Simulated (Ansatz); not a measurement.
Consider the following.

Ti2Sb:
```
Ti2Sb
1.0
   -1.95744     1.95744     7.36680
    1.95744    -1.95744     7.36680
    1.95744     1.95744    -7.36680
Ti Sb
4 2
Direct
  0.17167   0.17167   0.00000
  0.82833   0.82833   0.00000
  0.50000   0.00000   0.50000
  0.00000   0.50000   0.50000
  0.36021   0.36021   0.00000
  0.63979   0.63979   0.00000
```

This is the r²SCAN-relaxed structure.

**Question.** All from r²SCAN in the plane-wave PAW code Ansatz, unless another level is named. Give the electronic character.

**Answer.** metallic (no gap).

**Question.** And the density of states at the Fermi level?

**Answer.** 0.91 states/eV per atom (mean over ±0.08 eV).

**Question.** Predict the formation energy from the elements (no fitted shifts).

**Answer.** -0.54 eV/atom.

Space group I4/mmm. The first step of the workflow began from a Materials Project structure, measured or hypothetical; the Crystallography Open Database copy checked does not list it. Its standing as an ambient phase is unchecked. Symmetry was held in the r²SCAN relaxation; its stability against distortions is not shown here. The run is not spin-polarised. The references are the lowest solids computed at this level, not always the standard phases. Spin–orbit coupling is left out wherever it is not named.

Potentials: the later of the program's two PAW sets.
